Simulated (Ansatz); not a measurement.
Here is the system:

Al2Au:
```cif
data_Al2Au
_chemical_formula_sum 'Al2 Au1'
_space_group_name_H-M_alt 'P 1'
_space_group_IT_number 1
_cell_length_a 4.24967
_cell_length_b 4.24967
_cell_length_c 4.24967
_cell_angle_alpha 60.000
_cell_angle_beta 60.000
_cell_angle_gamma 60.000
loop_
_space_group_symop_operation_xyz
  'x, y, z'
loop_
_atom_site_label
_atom_site_type_symbol
_atom_site_fract_x
_atom_site_fract_y
_atom_site_fract_z
_atom_site_occupancy
Al1 Al 0.25000 0.25000 0.25000 1
Al2 Al 0.75000 0.75000 0.75000 1
Au1 Au 0.00000 0.00000 0.00000 1
```

This is the r²SCAN-relaxed structure.

All from plane-wave PAW r²SCAN (Ansatz code), unless another level is named. Predict the highest zone-centre frequency.

7.85 THz.

Next, the Young's modulus?

119 GPa.

Space group Fm-3m (fluorite or antifluorite type). The cell was relaxed with r²SCAN under the symmetry of its start. As this level gives no gap, phonon frequencies hold no LO–TO term and depend on the k-mesh and smearing (Fermi–Dirac, 0.1 eV here). Scalar-relativistic: spin–orbit coupling is off unless named, which matters more the heavier the elements.

Potentials: the earlier of the program's two PAW sets.
